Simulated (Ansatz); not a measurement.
# Computed properties of Zn9Ga3Mo2

Zn9Ga3Mo2:
```
CELL_PARAMETERS angstrom
      5.42236     0.00000     0.00000
     -2.71118     4.69590     0.00000
      0.00000     0.00000     8.68123
ATOMIC_POSITIONS crystal
  Zn 0.00000 0.50000 0.00000
  Zn 0.50000 0.50000 0.00000
  Zn 0.50000 0.00000 0.00000
  Zn 0.31945 0.15972 0.24110
  Zn 0.68055 0.84028 0.75890
  Zn 0.84028 0.15972 0.24110
  Zn 0.15972 0.84028 0.75890
  Zn 0.84028 0.68055 0.24110
  Zn 0.15972 0.31945 0.75890
  Ga 0.00000 0.50000 0.50000
  Ga 0.50000 0.50000 0.50000
  Ga 0.50000 0.00000 0.50000
  Mo 0.66667 0.33333 0.73931
  Mo 0.33333 0.66667 0.26069
```

Space group P-3m1 (No. 164); conventional cell a = b = 5.422 Å, c = 8.681 Å, α = β = 90.00°, γ = 120.00°.

Method: the program Ansatz at the r²SCAN level (PAW). The cell and atoms are relaxed at this level. Other levels are named where they apply.

### Cell and energy

```yaml
volume_per_atom: 15.79 Å³
density: 7.43 g/cm³
Formation energy from the elements (no fitted shifts): -122 meV/atom
```

### Electronic structure

```yaml
electronic_character: metallic (no gap)
Density of states at the Fermi level: 0.22 states/eV per atom (mean over ±0.08 eV)
```

The first step of the workflow began from a Materials Project structure, measured or hypothetical; the Crystallography Open Database copy checked does not list it. Whether it is the stable phase at ambient conditions was not checked. Symmetry was held in the r²SCAN relaxation; whether a distortion lowers the energy is not shown. The run is not spin-polarised. Axis ratios of metals converge slowly with the k-mesh, so a and c are less sure than the volume. The references are the lowest solids computed at this level, not always the standard phases. Spin–orbit coupling is left out wherever it is not named.

Potentials: the later of the program's two PAW sets.
